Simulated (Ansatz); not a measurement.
**Orbital-resolved density of states of SnSe2**

```xyz
3
Lattice="3.8110 0.0000 0.0000 -1.9055 3.3004 0.0000 0.0000 0.0000 6.1370" Properties=species:S:1:pos:R:3 pbc="T T T"
Sn    0.0000    0.0000    0.0000
Se    0.0000    2.2003    1.5342
Se    1.9055    1.1001    4.6027
```

Atoms are numbered in the order listed.

The cell comes from COD entry 1548805, which wasn't checked; take it as a given geometry. Its inner coordinates are ideal values, not refined ones.

Spin–orbit coupling is left out, though it moves levels of the heavy atoms by tenths of an eV or more.

All numbers below come from DFT, PBE, all-electron LAPW, scalar-relativistic (Ansatz 0.2.0).

The runs use a Γ-centred 8×8×5 k mesh, Fermi–Dirac smearing of 0.02 eV, basis error target 0.5 meV/atom, no spin polarisation.

States per eV for one atom of each kind, in 0.4 eV bins named by their centres, from the valence-band top, projected on a minimal set of Löwdin-orthogonalised atomic shells; orbitals are real harmonics on the Cartesian axes, equal curves share a column, and empty bins are left out, as is all above 7.1 eV, near the top of the computed bands.

Sn1 5p:

```
# E all pz px=py
-13.5 0.09 0.00 0.04
-13.1 0.14 0.00 0.07
-12.7 0.21 0.00 0.10
-12.3 0.48 0.17 0.15
-11.9 0.41 0.26 0.08
-4.7 0.20 0.10 0.05
-4.3 0.63 0.28 0.18
-3.9 0.37 0.12 0.13
-3.5 0.37 0.05 0.16
-3.1 0.54 0.16 0.19
-2.7 0.61 0.21 0.20
-2.3 0.49 0.17 0.16
-1.9 0.26 0.07 0.09
-1.5 0.17 0.04 0.06
-1.1 0.23 0.07 0.08
-0.7 0.09 0.03 0.03
-0.3 0.03 0.01 0.01
1.3 0.02 0.00 0.01
1.7 0.05 0.01 0.02
2.1 0.07 0.01 0.03
2.5 0.01 0.00 0.01
3.3 0.07 0.06 0.00
3.7 0.18 0.13 0.02
4.1 0.59 0.30 0.15
4.5 1.29 0.39 0.45
4.9 1.14 0.20 0.47
5.3 1.59 0.38 0.61
5.7 1.21 0.29 0.46
6.1 0.93 0.34 0.30
6.5 0.56 0.24 0.16
6.9 0.47 0.23 0.12
```

Se2 4p:

```
# E all pz px=py
-13.5 0.02 0.01 0.00
-13.1 0.02 0.01 0.01
-12.7 0.02 0.01 0.01
-12.3 0.02 0.01 0.00
-11.9 0.02 0.01 0.00
-7.5 0.05 0.00 0.03
-7.1 0.34 0.03 0.16
-6.7 0.16 0.04 0.06
-6.3 0.14 0.07 0.04
-5.9 0.16 0.12 0.02
-5.5 0.05 0.04 0.00
-4.7 0.18 0.04 0.07
-4.3 0.59 0.13 0.23
-3.9 0.40 0.10 0.15
-3.5 0.45 0.15 0.15
-3.1 0.75 0.26 0.24
-2.7 0.91 0.30 0.30
-2.3 0.83 0.27 0.28
-1.9 0.55 0.17 0.19
-1.5 0.63 0.22 0.21
-1.1 1.46 0.60 0.43
-0.7 1.45 0.66 0.40
-0.3 1.70 0.63 0.54
0.1 0.09 0.06 0.02
0.9 0.05 0.01 0.02
1.3 0.25 0.05 0.10
1.7 0.52 0.08 0.22
2.1 0.53 0.12 0.21
2.5 0.08 0.04 0.02
3.3 0.01 0.00 0.00
3.7 0.02 0.01 0.01
4.1 0.10 0.06 0.02
4.5 0.28 0.14 0.07
4.9 0.26 0.10 0.08
5.3 0.43 0.09 0.17
5.7 0.35 0.06 0.14
6.1 0.32 0.07 0.12
6.5 0.22 0.07 0.08
6.9 0.20 0.06 0.07
```

Sn1 5s:

```
# E all
-13.5 0.16
-13.1 0.13
-12.7 0.10
-12.3 0.06
-11.9 0.07
-7.5 0.19
-7.1 1.05
-6.7 0.47
-6.3 0.35
-5.9 0.29
-5.5 0.09
-3.9 0.01
-3.5 0.02
-3.1 0.03
-2.7 0.02
-2.3 0.02
-1.9 0.01
-1.5 0.01
-1.1 0.03
-0.7 0.02
0.9 0.06
1.3 0.29
1.7 0.58
2.1 0.61
2.5 0.11
4.1 0.01
4.5 0.01
4.9 0.01
5.7 0.01
6.1 0.01
6.5 0.01
6.9 0.01
```

Se2 4s:

```
# E all
-13.5 0.25
-13.1 0.29
-12.7 0.40
-12.3 0.93
-11.9 1.93
-11.5 0.02
-7.1 0.08
-6.7 0.07
-6.3 0.08
-5.9 0.10
-5.5 0.04
-4.7 0.01
-4.3 0.04
-3.9 0.02
-3.5 0.03
-3.1 0.03
-2.7 0.04
-2.3 0.04
-1.9 0.02
-1.5 0.01
-1.1 0.02
-0.7 0.01
-0.3 0.01
1.7 0.01
2.1 0.01
3.3 0.01
3.7 0.02
4.1 0.06
4.5 0.09
4.9 0.05
5.3 0.04
5.7 0.03
6.1 0.02
6.5 0.01
6.9 0.01
```
